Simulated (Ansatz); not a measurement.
A relaxed structure of Ti2C is spoiled in several ways and relaxed again each time (noise and exchanges are one random draw each; squeezed and stretched starts keep its symmetry, which their runs cannot lower; pressure is positive under compression). Calculation: PBEsol (plane waves to 420 eV, PAW, scalar-relativistic; Ansatz, a program for electronic structure).

Space group R-3m, hexagonal axes (No. 166); a = b = 3.0528 Å, c = 14.3186 Å, α = β = 90.00°, γ = 120.00°

```json
[
 {"atom": "Ti", "site": "6c", "symmetry": "3m", "x": "0.0000", "y": "0.0000", "z": "0.2458"},
 {"atom": "C", "site": "3b", "symmetry": "-3m", "x": "0.0000", "y": "0.0000", "z": "0.5000"}
]
```
(The calculation used a cell of 3 atoms; values per cell refer to that cell.)

```csv
change,first pressure (GPa),largest first force (eV/Å),released (eV/atom),moves,outcome,final group,E − E(parent) (eV/atom)
with every coordinate shifted by Gaussian noise of σ = 0.2 Å,–,–,0.62,7,returns to the parent,R-3m,0.00
squeezed uniformly to 88 % of its volume,32,1.7,0.14,8,returns to the parent,R-3m,0.00
with one Ti and one C atom exchanged in a cell of 3 atoms,–,–,2.1,11,trapped higher,R3m,+0.49
```

First-step values come from each run's starting, coarser k-mesh (9×9×9). The runs use different k-meshes, so differences are rounded accordingly. No spin polarisation in the result.

The relaxation started from an entry of Materials Project.
